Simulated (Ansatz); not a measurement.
**I: projected DOS by orbital**

```xyz
4
Lattice="3.6275 -2.3975 0.0000 3.6275 2.3975 0.0000 0.0000 0.0000 9.7800" Properties=species:S:1:pos:R:3 pbc="T T T"
I     3.6275   -1.6783    1.1443
I     3.6275   -0.7193    6.0343
I     3.6275    1.6783    8.6357
I     3.6275    0.7193    3.7457
```

Atom numbers follow the list: I1, I2, I3, I4.

The cell is COD entry 1010091, as deposited and not checked against the literature; nothing was relaxed. It is an old determination, and later ones may differ.

No spin–orbit coupling, which matters for the heavy atoms here.

All numbers below come from Ansatz 0.2.0, DFT, PBE, all-electron LAPW, scalar-relativistic.

Settings: a Γ-centred 6×6×3 k mesh, Fermi–Dirac smearing of 0.03 eV, basis error target 0.5 meV/atom, no spin polarisation.

States per eV for one atom of each kind, in 0.4 eV bins named by their centres, from the valence-band top, projected on a minimal set of Löwdin-orthogonalised atomic shells; orbitals are real harmonics on the Cartesian axes, equal curves share a column, and empty bins are left out, as is all above 7.4 eV, near the top of the computed bands.

I1 5p:

```
# E all pz px py
-13.3 0.06 0.03 0.00 0.02
-12.9 0.10 0.07 0.00 0.03
-11.3 0.08 0.06 0.00 0.02
-10.9 0.04 0.02 0.00 0.02
-4.5 0.71 0.49 0.01 0.21
-4.1 1.07 0.71 0.01 0.34
-3.7 0.52 0.29 0.01 0.21
-3.3 0.25 0.05 0.15 0.05
-2.9 1.04 0.17 0.49 0.38
-2.5 0.94 0.17 0.38 0.38
-2.1 1.18 0.25 0.46 0.47
-1.7 1.29 0.20 0.75 0.34
-1.3 0.95 0.17 0.50 0.28
-0.9 1.49 0.37 0.53 0.59
-0.5 1.60 0.17 0.91 0.52
-0.1 1.15 0.11 0.75 0.29
1.1 0.03 0.02 0.00 0.01
1.5 0.89 0.54 0.00 0.34
1.9 1.38 0.97 0.00 0.41
2.3 0.07 0.04 0.00 0.02
5.9 0.01 0.00 0.00 0.01
6.3 0.01 0.00 0.00 0.01
6.7 0.01 0.00 0.00 0.00
7.1 0.01 0.00 0.00 0.00
```

I1 5s:

```
# E all
-13.3 1.01
-12.9 1.33
-11.7 0.01
-11.3 1.16
-10.9 1.08
-10.5 0.12
-4.5 0.02
-4.1 0.05
-3.7 0.03
-3.3 0.01
-2.9 0.02
-2.5 0.02
-2.1 0.01
-1.7 0.01
-1.3 0.01
-0.9 0.02
-0.5 0.01
-0.1 0.01
1.5 0.03
1.9 0.03
```
